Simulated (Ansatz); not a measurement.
## K₂HgBr₆, a known structure type with other elements, at an estimated volume

```
CELL_PARAMETERS angstrom
0.00000 5.32199 5.32199
5.32199 0.00000 5.32199
5.32199 5.32199 0.00000
ATOMIC_POSITIONS crystal
K 0.25000 0.25000 0.25000
K 0.75000 0.75000 0.75000
Hg 0.00000 0.00000 0.00000
Br 0.75320 0.24680 0.24680
Br 0.24680 0.75320 0.24680
Br 0.24680 0.75320 0.75320
Br 0.75320 0.24680 0.75320
Br 0.24680 0.24680 0.75320
Br 0.75320 0.75320 0.24680
```

The numbers come from plane-wave PAW DFT (Ansatz): r2SCAN, no spin polarisation, 500 eV, 6×6×6 Γ-centred k points, fermi-dirac occupations (width 0.1 eV). Nothing was relaxed.

Problem. Is there a gap?

Solution. It is a metal, with about 6.3 states/eV a cell as the mean within 0.25 eV of the Fermi level, mostly Br p (90 %).

Problem. Where is the largest force?

Solution. The largest is on Br5 (and as large on other atoms): 0.47 eV/Å, components (0.00, 0.47, 0.00). It makes 180° with the line to a nearest neighbour, Hg3 at 2.63 Å, pointing away from it.

Problem. Which element gives electrons and which takes them?

Solution. Bader charges in e: K +0.90, Hg +0.78, Br -0.43. In the mean K gives up most and Br takes most.

Problem. Is the cell too large or too small?

Solution. The pressure is 0.4 GPa (compression positive), so with the atoms held at these fractions the cell is close to zero pressure.

Origin: a known structure type with other elements, at an estimated volume, so it need not be a known compound. Caveats: many states at the Fermi level without spin polarisation, so a magnetic state may lie lower.
